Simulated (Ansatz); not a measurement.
Data:

LiF:
```
CELL_PARAMETERS angstrom
      0.00000     2.00329     2.00329
      2.00329     0.00000     2.00329
      2.00329     2.00329     0.00000
ATOMIC_POSITIONS crystal
  Li 0.00000 0.00000 0.00000
  F  0.50000 0.50000 0.50000
```

This is the PBEsol-relaxed structure.

Task: All from PBEsol in the plane-wave PAW code Ansatz, unless another level is named. Predict the electronic dielectric constant ε∞ (DFPT).

Result: 2.09.

Task: Predict the Born charges (a third of the trace).

Result: Li +1.05, F -1.05 e.

Space group Fm-3m (rock salt). The PBEsol relaxation kept the symmetry of its start.

Potentials: the earlier of the program's two PAW sets. The files were generated under PBE; for other functionals the program regenerates the frozen cores, and for LDA and PBEsol the local potential too.
